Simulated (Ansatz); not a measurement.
RbAu (CsCl type, space group No. 221), r²SCAN in the plane-wave PAW code Ansatz, all energies at zero smearing, with the estimated change up to a 700 eV cutoff added, with one set of potentials and settings (totals compare only within such a set). Cell of 2 atoms (1 Rb, 1 Au): -16442.112 eV.

```csv
element,reference phase,E (eV/atom)
Rb,"Cmcm, 2 atoms in the cell",-3278.0015
Au,"Fm-3m, 1 atoms in the cell",-13163.5078
```

Formation energy per atom, worked out: (-16442.112 − 1×(-3278.0015) − 1×(-13163.5078))/2 = -0.302 eV/atom (-29 kJ per mol of atoms), at 0 K, without zero-point energy or fitted corrections.

Space group Pm-3m (CsCl type). The workflow started from a Materials Project entry (that database holds measured and hypothetical structures alike); the Crystallography Open Database files this formula in space group No. 221, but the cells were not matched. Whether it is the stable phase at ambient conditions was not checked. Symmetry was held in the r²SCAN relaxation; whether a distortion lowers the energy is not shown. The references are the lowest solids computed at this level, not always the standard phases. Spin–orbit coupling is left out wherever it is not named.

Potentials: the later of the program's two PAW sets.
